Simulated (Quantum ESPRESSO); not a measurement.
# Band energies of Ba$_{2}$H$_{3}$I

```xyz
6
Lattice="4.5364 0.0000 0.0000 -2.2682 3.9286 0.0000 0.0000 0.0000 8.1196" Properties=species:S:1:pos:R:3 pbc="T T T"
H      2.2682     1.3095     2.8914
H      0.0000     2.6191     5.2282
H      0.0000     0.0000     4.0598
I      0.0000     0.0000     0.0000
Ba     2.2682     1.3095     5.5596
Ba     0.0000     2.6191     2.5599
```

PBEsol (pw.x of Quantum ESPRESSO, ONCV potentials, scalar-relativistic); path ΓMKΓALHA,LM,KH; energies in eV from the valence-band maximum.

```csv
k (1/Å),point,band 11,band 12,band 13,band 14,band 15,band 16,band 17,band 18
0.00,Γ,-3.56,-2.30,-2.30,-2.16,-0.04,2.58,2.67,2.67
0.40,,-3.38,-2.54,-2.48,-2.19,-1.06,2.96,3.00,3.18
0.80,M,-3.29,-2.66,-2.22,-1.84,-1.69,2.72,3.19,3.36
1.26,K,-3.40,-3.16,-1.93,-1.78,-1.78,2.42,2.42,3.08
1.45,,-3.19,-3.08,-2.01,-1.88,-1.72,2.39,2.81,3.04
1.82,,-3.41,-2.54,-2.50,-2.21,-0.97,2.92,3.03,3.08
2.18,Γ,-3.56,-2.30,-2.30,-2.16,-0.04,2.58,2.67,2.67
2.38,,-3.01,-2.30,-2.30,-2.17,-0.02,2.57,2.57,2.63
2.57,A,-2.70,-2.31,-2.31,-2.21,0.00,2.49,2.49,2.64
2.77,,-2.73,-2.41,-2.36,-2.26,-0.46,2.55,2.70,2.95
3.37,L,-3.25,-2.63,-2.08,-2.01,-1.81,2.11,2.87,2.99
3.83,H,-3.41,-3.19,-1.92,-1.85,-1.85,3.07,3.07,3.23
4.23,,-3.37,-2.81,-2.28,-2.05,-1.48,2.22,3.09,3.15
4.49,,-2.83,-2.44,-2.36,-2.27,-0.69,2.35,2.92,3.09
4.76,A,-2.70,-2.31,-2.31,-2.21,0.00,2.49,2.49,2.64
4.76,L,-3.25,-2.63,-2.08,-2.01,-1.81,2.11,2.87,2.99
5.14,M,-3.29,-2.66,-2.22,-1.84,-1.69,2.72,3.19,3.36
5.14,K,-3.40,-3.16,-1.93,-1.78,-1.78,2.42,2.42,3.08
5.53,H,-3.41,-3.19,-1.92,-1.85,-1.85,3.07,3.07,3.23
```

The PBEsol gap is indirect, 2.11 eV, from A to L; the smallest direct gap is 2.49 eV.

Spin-orbit coupling is left out, which matters for elements this heavy: edges can move by tenths of an eV.

Geometry of the Materials Project entry, not relaxed at this level.

The structure is a Materials Project entry; no match was found in the copy of COD used, and its stability was not checked.
